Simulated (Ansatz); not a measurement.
Input and command of a plane-wave DFT calculation in Ansatz:

```yaml
crystal:
  lattice:
    - [-2.0667238036, 2.0667238036, 2.9456335266]
    - [2.0667238036, -2.0667238036, 2.9456335266]
    - [2.0667238036, 2.0667238036, -2.9456335266]
  atoms:
    - { symbol: B, position: [0.6258069311, 0.6258069311, 0.0] }
    - { symbol: B, position: [0.3741930689, 0.3741930689, 0.0] }
    - { symbol: Pb, position: [0.0, 0.0, 0.0] }
basis:
  ecutwfc: 420
kpoints:
  mp_grid: { grid: [10, 10, 10] }
hamiltonian:
  xc: pbe
scf:
  occupations: { method: gaussian, width: 0.02 }
output:
  forces: true
  stress: true
  eigenvalues: true
relax:
  adjacent_minimum: "off"
  f_tol: 0.01
  max_steps: 80
  cell: { stress_tol: 0.05 }
```

```bash
ansatz run input.yaml --threads 1 --pin off --max-ram 2560MiB --backend cpu --events-out ev --progress --plain --runs-dir out
```

Processor: Intel(R) Xeon(R) 6975P-C (Granite Rapids), 1 thread, on a host shared with other jobs.

Estimate time, memory and problem size.

About 5.2 s on 1 thread of Intel(R) Xeon(R) 6975P-C (Granite Rapids) (shared host), peak memory 0.42 GiB. It solves 14 bands at 102 k points (the mesh reduced by the symmetry that the task leaves, which can be less than the crystal's) with about 949 plane waves (on the last cell), in 13 SCF iterations over 2 ionic steps.
